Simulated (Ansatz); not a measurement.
## Zone-centre phonons of AlGa₃As₄: input and output

Level of theory: DFT PBEsol, scalar-relativistic, plane waves, PAW in Ansatz.

Launched with:
```bash
ansatz run input.yaml --threads 4 --pin off --max-ram 12288MiB --backend cpu --events-out ev --progress --plain --runs-dir out
```

Input (bare energies are in eV):
```yaml
crystal:
  lattice:
    - [5.6636625033, 0.0, 0.0]
    - [0.0, 5.6636625033, 0.0]
    - [0.0, 0.0, 5.6636625033]
  atoms:
    - { symbol: Al, position: [0.0, 0.0, 0.0] }
    - { symbol: Ga, position: [0.5, 0.5, 0.0] }
    - { symbol: Ga, position: [0.5, 0.0, 0.5] }
    - { symbol: Ga, position: [0.0, 0.5, 0.5] }
    - { symbol: As, position: [0.7500008592, 0.7500008592, 0.2499991408] }
    - { symbol: As, position: [0.7500008592, 0.2499991408, 0.7500008592] }
    - { symbol: As, position: [0.2499991408, 0.7500008592, 0.7500008592] }
    - { symbol: As, position: [0.2499991408, 0.2499991408, 0.2499991408] }
basis:
  ecutwfc: 420
kpoints:
  mp_grid: { grid: [6, 6, 6] }
hamiltonian:
  xc: pbesol
scf:
  occupations: { method: fixed }
output:
  eigenvalues: true
phonons:
  method: dfpt
  dielectric: true
  rigid_motions: translations
  eigenvectors: true
```

The end of the output:
```
--- Phonons (Γ-DFPT): 4 representative perturbations + reference, on 112 of 216 k-points (Σ response iterations 16) ---
  k mesh reduced under 1 symmetry operation, with k and −k counted as one. Each operation leaves every solved perturbation unchanged. A smaller set is not considered because the run solves the response ...
  ASR residual: 4.412e-5 → 0.000e0 eV/Å²; symmetrization residual: 2.656e-5 eV/Å²
  ASR residual per site (eV/Å²): 3.55e-5 4.41e-5 4.41e-5 4.41e-5 3.01e-6 3.01e-6 3.01e-6 3.01e-6
  Γ frequencies (cm⁻¹): 0.00 0.00 0.00 71.80 71.80 71.80 83.52 83.52 83.52 211.80 211.80 217.71 236.65 236.65 236.65 244.56 244.56 244.56 254.15 254.15 254.15 354.18 354.18 354.18
  ε∞ (high-frequency dielectric tensor):
       12.935073    -0.000000     0.000000
       -0.000000    12.935073     0.000000
        0.000000     0.000000    12.935073
  ε⁰ (static dielectric tensor: ions relaxed, cell fixed):
       14.944668     0.000000     0.000000
        0.000000    14.944668    -0.000000
        0.000000    -0.000000    14.944668
  ε⁰ − ε∞ (ionic part):
        2.009595     0.000000     0.000000
        0.000000     2.009595    -0.000000
        0.000000    -0.000000     2.009595
  softest optical mode at Γ: 71.80 cm⁻¹; the repairs (sum rule, projections) moved no ω² at Γ by more than (2.60 cm⁻¹)²
  Born effective charges Z* (e; rows j = field, columns β = displacement):
    site 0:
         1.97990   -0.00000   -0.00000
        -0.00000    1.97990   -0.00000
        -0.00000   -0.00000    1.97990
    site 1:
         2.17776    0.00000   -0.00000
         0.00000    2.17776    0.00000
        -0.00000    0.00000    2.21083
    site 2:
         2.17776    0.00000    0.00000
         0.00000    2.21083    0.00000
         0.00000   -0.00000    2.17776
    site 3:
         2.21083   -0.00000   -0.00000
        -0.00000    2.17776   -0.00000
         0.00000    0.00000    2.17776
    site 4:
        -2.13656    0.02055   -0.02055
         0.02055   -2.13656   -0.02055
        -0.02055   -0.02055   -2.13656
    site 5:
        -2.13656   -0.02055    0.02055
        -0.02055   -2.13656   -0.02055
         0.02055   -0.02055   -2.13656
    site 6:
        -2.13656   -0.02055   -0.02055
        -0.02055   -2.13656    0.02055
        -0.02055    0.02055   -2.13656
    site 7:
        -2.13656    0.02055    0.02055
         0.02055   -2.13656    0.02055
         0.02055    0.02055   -2.13656
  Z* charge neutrality: 8.480e-2 e pre-enforcement
  solved inside a basis spanned on kpoints, on 10×10×10 k-points transformed towards the longest dipole, which do not settle them: ε∞ is read to err by 7.1e-1, Z* by 4.6e-1 e (field_mesh: kpoints solves on kpoints); Z* is corrected for ...
  optical modes at Γ without the LO–TO term, one row a degenerate level:
      ω (cm⁻¹) modes IR ((D/Å)²/amu)
         71.80      3             0.0000
         83.52      3             0.0473
        211.80      2             0.0000
        217.71      1             0.0000
        236.65      3             0.2560
        244.56      3             0.0000
        254.15      3            23.4627
        354.18      3            17.4285
  optical modes at Γ + LO–TO along q̂ = [1.0000, 0.0000, 0.0000]:
      ω (cm⁻¹) modes IR ((D/Å)²/amu)
         71.80      3             0.0000
         83.52      2             0.0316
         83.59      1             0.0115
        211.80      2             0.0000
        217.71      1             0.0000
        236.65      2             0.1707
        236.74      1             0.0234
        244.56      3             0.0000
        254.15      2            15.6418
        266.64      1             6.4805
        354.18      2            11.6190
        362.43      1             7.2160
  optical modes at Γ + LO–TO along q̂ = [0.0000, 1.0000, 0.0000]:
      ω (cm⁻¹) modes IR ((D/Å)²/amu)
         71.80      3             0.0000
         83.52      2             0.0316
         83.59      1             0.0115
        211.80      2             0.0000
        217.71      1             0.0000
        236.65      2             0.1707
        236.74      1             0.0234
        244.56      3             0.0000
        254.15      2            15.6418
        266.64      1             6.4805
        354.18      2            11.6190
        362.43      1             7.2160
  optical modes at Γ + LO–TO along q̂ = [0.0000, 0.0000, 1.0000]:
      ω (cm⁻¹) modes IR ((D/Å)²/amu)
         71.80      3             0.0000
         83.52      2             0.0316
         83.59      1             0.0115
        211.80      2             0.0000
        217.71      1             0.0000
        236.65      2             0.1707
        236.74      1             0.0234
        244.56      3             0.0000
        254.15      2            15.6418
        266.64      1             6.4805
        354.18      2            11.6190
        362.43      1             7.2160
```

The run took 5.3 min on 4 threads of Arm Neoverse V2, with other jobs on the host, peak memory 5.1 GiB.

The cell was built by swapping an element in a database structure (itself possibly hypothetical) and relaxing; it need not be the stable form of this composition. The run warned that the response to a field isn't converged on this k mesh, and the frequencies, which stand on the same mesh, can be rough too.